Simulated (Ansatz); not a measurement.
# PdPt3Se8 (P-3m1) at 2 levels of theory

One geometry, relaxed with PBE; plane waves with PAW potentials in Ansatz, scalar-relativistic. No spin polarisation. Gaps are the least over mesh and band path; pressure is positive in compression.

```cif
data_structure
_symmetry_space_group_name_H-M 'P 1'
_symmetry_Int_Tables_number 1
_cell_length_a 7.5010
_cell_length_b 7.5010
_cell_length_c 6.2824
_cell_angle_alpha 90.000
_cell_angle_beta 90.000
_cell_angle_gamma 120.000
_cell_volume 306.12
loop_
_atom_site_label
_atom_site_type_symbol
_atom_site_fract_x
_atom_site_fract_y
_atom_site_fract_z
_atom_site_occupancy
Pd1 Pd 0.00000 0.00000 0.00000 1
Pt1 Pt 0.00000 0.50000 0.00000 1
Pt2 Pt 0.50000 0.50000 0.00000 1
Pt3 Pt 0.50000 0.00000 0.00000 1
Se1 Se 0.33333 0.66667 0.79170 1
Se2 Se 0.33421 0.16710 0.79210 1
Se3 Se 0.83290 0.66579 0.79210 1
Se4 Se 0.83290 0.16710 0.79210 1
Se5 Se 0.16710 0.83290 0.20790 1
Se6 Se 0.16710 0.33421 0.20790 1
Se7 Se 0.66579 0.83290 0.20790 1
Se8 Se 0.66667 0.33333 0.20830 1
```

```csv
level,cutoff (eV),k mesh,gap (eV),pressure (GPa)
PBE,420,6×6×6,0.47,0.0
```

What comes out on the same cell with r2SCAN?

```csv
level,cutoff (eV),k mesh,gap (eV),pressure (GPa)
r2SCAN,500,6×6×6,0.61,-2.1
```

Spin-orbit coupling matters for the bands of heavy elements and is left out. The cell holds layers, chains or molecules and no dispersion correction was added, so their binding is poorly described.

The structure comes from a generated guess; another structure or a mixture of phases may lie lower.
